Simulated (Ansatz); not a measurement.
# Levels of theory for CeO2 (Fm-3m)

Measured values to be reproduced:
- lattice constant a: 5.40512 ± 2e-05 Å (cubic cell constant a, well-crystallised sample; 90 K; synchrotron powder XRD, Rietveld refinement; powder; “Structure and Surface Relaxation of CeO2 Nanoparticles Unveiled by Combining Real and Reciprocal Space Total Scattering Analysis”, 2022, pmc:9565251)
- band gap: 3.25 ± 0.05 eV (O 2p to Ce 4f charge-transfer optical gap from Tauc plot; diffuse reflectance, Tauc plot; powder; Tauc-plot optical onset of the O 2p to Ce 4f charge-transfer band, not the O 2p to 5d gap; “Strengths of covalent bonds in LnO2 determined from O K-edge XANES spectra using a Hubbard model”, 2023, pmc:10646950)
- band gap: 3.23 ± 0.05 eV (O 2p to Ce 4f charge-transfer optical gap, earlier measurement; diffuse reflectance; Literature optical onset of the O 2p to Ce 4f charge-transfer band; quoted in “Strengths of covalent bonds in LnO2 determined from O K-edge XANES spectra using a Hubbard model”, 2023, pmc:10646950)
- band gap: 3.27 eV (optical gap from UV-vis absorption, direct-gap analysis; UV-vis absorption; powder; Tauc extrapolation assuming a direct gap; powder absorption edge, not a fundamental gap measured on a single crystal; “Observation of Fast Low‐Temperature Oxygen Ion Conduction in CeO2/β"‐Al2O3 Heterostructure”, 2024, pmc:11425223)
- phonon mode: 8.15 THz (TO at Gamma; quoted in “Atomistic and experimental study on thermal conductivity of bulk and porous cerium dioxide”, 2019, pmc:6474893)
- Raman mode: 462 cm⁻¹ (F2g; Raman spectroscopy; powder; literature value quoted for comparison; another report gives 465 cm-1; position depends slightly on morphology; quoted in “Phase-Assisted Tailored Conductivity of Doped Ceria Electrolytes to Boost SOFC Performance”, 2023, pmc:10450644)
- phonon mode: 17.84 THz (LO at Gamma; quoted in “Atomistic and experimental study on thermal conductivity of bulk and porous cerium dioxide”, 2019, pmc:6474893)

The calculated numbers come from Ansatz 0.2.0. No spin polarisation and no zero-point or thermal motion.

The cell is CeO2 (Fm-3m) from a database of computed structures; cell and atoms were relaxed with r2SCAN. It is cubic, Fm-3m (No. 225); a = 5.437 Å in the conventional setting, 13.40 Å³ an atom. Around Ce lie 8 O at 2.35 Å; around O lie 4 Ce at 2.35 Å.

```xyz
3
Lattice="0.0000 2.7186 2.7186 2.7186 0.0000 2.7186 2.7186 2.7186 0.0000" Properties=species:S:1:pos:R:3 pbc="T T T"
Ce    0.0000    0.0000    0.0000
O     1.3593    1.3593    1.3593
O     4.0780    4.0780    4.0780
```

Relaxed lattice by functional, symmetry kept:

| functional | k mesh | a (Å) | volume (Å³/atom) |
| --- | --- | --- | --- |
| PBE | 8×8×8 | 5.464 | 13.60 |
| r2SCAN | 8×8×8 | 5.437 | 13.40 |
| PBEsol | 8×8×8 | 5.398 | 13.11 |
| LDA | 8×8×8 | 5.359 | 12.82 |
| HSE06 | 6×6×6 | 5.394 | 13.08 |

On this one geometry the levels give:
```json
{"level": "LDA", "k mesh": "8×8×8", "gap (eV)": "1.89", "kind": "indirect", "edges": "(0, 0.266, -0.271) → L", "least direct gap (eV)": "1.98"}
{"level": "PBE", "k mesh": "8×8×8", "gap (eV)": "1.93", "kind": "indirect", "edges": "K–Γ (0.30) → L", "least direct gap (eV)": "2.03"}
{"level": "r2SCAN", "k mesh": "8×8×8", "gap (eV)": "2.20", "kind": "indirect", "edges": "K–Γ (0.30) → L", "least direct gap (eV)": "2.30"}
{"level": "r2SCANh", "k mesh": "6×6×6", "gap (eV)": "3.09", "kind": "indirect", "edges": "K–Γ (0.30) → L", "least direct gap (eV)": "3.22"}
{"level": "HSE06", "k mesh": "6×6×6", "gap (eV)": "3.52", "kind": "indirect", "edges": "K–Γ (0.30) → L", "least direct gap (eV)": "3.67"}
{"level": "DDH-PBE0", "k mesh": "6×6×6", "gap (eV)": "3.08", "kind": "indirect", "edges": "K–Γ (0.30) → L", "least direct gap (eV)": "3.21"}
{"level": "PBE0", "k mesh": "6×6×6", "gap (eV)": "4.29", "kind": "indirect", "edges": "K–Γ (0.30) → L", "least direct gap (eV)": "4.45"}
```
PBE: smearing of 0.02 eV; the others have fixed occupations.
Wave cutoffs: 420 eV, 500 eV (r2SCAN, r2SCANh).
Points off the special ones are mesh points or PBE's searched band edges, reused at the other levels. Set aside, since their points miss a band edge that the other levels read or their mesh is too coarse: LC-ωPBE.

With HSE06 the valence top lies at K–Γ (0.30 of the way from K) and the conduction bottom at L, 3.52 eV higher; the smallest vertical gap, at k = (0, 0.266, -0.271), is 3.67 eV.

r2SCAN covers 17 % of the step from PBE to HSE06. Among these functionals the gap stays indirect.

On the PBEsol cell (a = 5.398 Å), with PBEsol: All optical modes at Γ are real, from 277 to 434 cm⁻¹ without the longitudinal term; this says nothing of other wave vectors. With the long-range field the highest mode reaches 531 cm⁻¹. The clamped-ion dielectric constant comes out as 7.77 in all directions. With the ions relaxed, ε⁰ is 28.6 in all directions. Born charges, averaged over directions: Ce +5.77, O -2.88 e.

Calculation and measurement side by side:
- Lattice constant a, measured 5.4051 Å: PBE 5.464 (+1.1 %), r2SCAN 5.437 (+0.6 %), PBEsol 5.398 (-0.1 %), LDA 5.359 (-0.9 %), HSE06 5.394 (-0.2 %).
- Also reported, of a kind that the calculated least gap can't be set against (optical): 3.25 eV.
- Also reported, of a kind that the calculated least gap can't be set against (optical): 3.23 eV.
- Direct gap, measured 3.27 eV: LDA 1.98 (-1.29), PBE 2.03 (-1.24), r2SCAN 2.30 (-0.97), r2SCANh 3.22 (-0.05), HSE06 3.67 (+0.40), DDH-PBE0 3.21 (-0.06), PBE0 4.45 (+1.18) eV.
- Phonon mode at 272 cm⁻¹ (TO at Gamma): the nearest PBEsol mode at Γ lies at 277 cm⁻¹ (+1.8 %).
- Raman mode at 462 cm⁻¹ (F2g): the nearest PBEsol mode at Γ lies at 434 cm⁻¹ (-6.0 %).
- Phonon mode at 595 cm⁻¹ (LO at Gamma): the nearest PBEsol mode at Γ, with the long-range field, lies at 531 cm⁻¹ (-10.7 %).
The calculated lattice is static; the measured one holds thermal expansion and zero-point motion. Measured gaps include zero-point and thermal shifts, optical ones also the exciton binding, and spin-orbit coupling, which these levels lack. Reports marked as nanostructured, strained, doped, implanted or mixed samples, and transport gaps, were set aside. Modes are paired by degeneracy and infrared activity, where the label gives them, and frequency; they are harmonic.

Coordinates of k points refer to the reciprocal vectors of the primitive cell of the runs.

The meshes of the hybrids are coarse, so their gaps aren't converged to the digits shown.
